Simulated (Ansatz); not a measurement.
Total density of states per atom from PBE in the plane-wave PAW code Ansatz, in 0.25 eV bins, energy from the Fermi level:

(E (eV), states/eV/atom): (-7.85, 0.11); (-7.60, 0.12); (-7.35, 0.12); (-7.10, 0.16); (-6.85, 0.29); (-6.60, 0.41); (-6.35, 0.47); (-6.10, 0.53); (-5.85, 0.53); (-5.60, 0.74); (-5.35, 0.60); (-5.10, 1.02); (-4.85, 1.50); (-4.60, 0.50); (-4.35, 0.20); (-4.10, 0.12); (-3.85, 0.29); (-3.60, 0.35); (-3.35, 0.48); (-3.10, 0.78); (-2.85, 0.69); (-2.60, 0.83); (-2.35, 0.76); (-2.10, 0.79); (-1.85, 0.51); (-1.60, 0.52); (-1.35, 0.40); (-1.10, 0.33); (-0.85, 0.43); (-0.60, 0.55); (-0.35, 0.68); (-0.10, 0.72); (0.15, 0.65); (0.40, 0.76); (0.65, 0.72); (0.90, 0.59); (1.15, 1.04); (1.40, 0.90); (1.65, 0.64); (1.90, 0.63); (2.15, 0.66); (2.40, 0.44); (2.65, 0.45); (2.90, 0.52); (3.15, 0.44); (3.40, 0.47); (3.65, 0.71); (3.90, 0.61); (4.15, 0.60); (4.40, 0.57); (4.65, 0.58)

Pick the material that matches.
A) InMo2C, P6_3/mmc (In on 2d, Mo on 4f, C on 2a)
B) CoC6, Amm2 (Pearson symbol oS14)
C) InP, zinc blende
D) SiC, wurtzite

A, InMo2C, P6_3/mmc (In on 2d, Mo on 4f, C on 2a). Within 0.5 eV of the Fermi level: Mo 4d 83 %, In 5p 6 %. Projections are on Löwdin-orthogonalised atomic valence shells; empty p or d shells of many metals are not among them.

The start of the workflow was typed in or built on a structure type; neither database checked (COD, Materials Project) lists it. Whether it is the stable phase at ambient conditions was not checked. The PBE relaxation kept the symmetry of its start; whether a distortion lowers the energy is not shown. No spin polarisation was allowed. Spin–orbit coupling is left out wherever it is not named.

Potentials: the earlier of the program's two PAW sets.
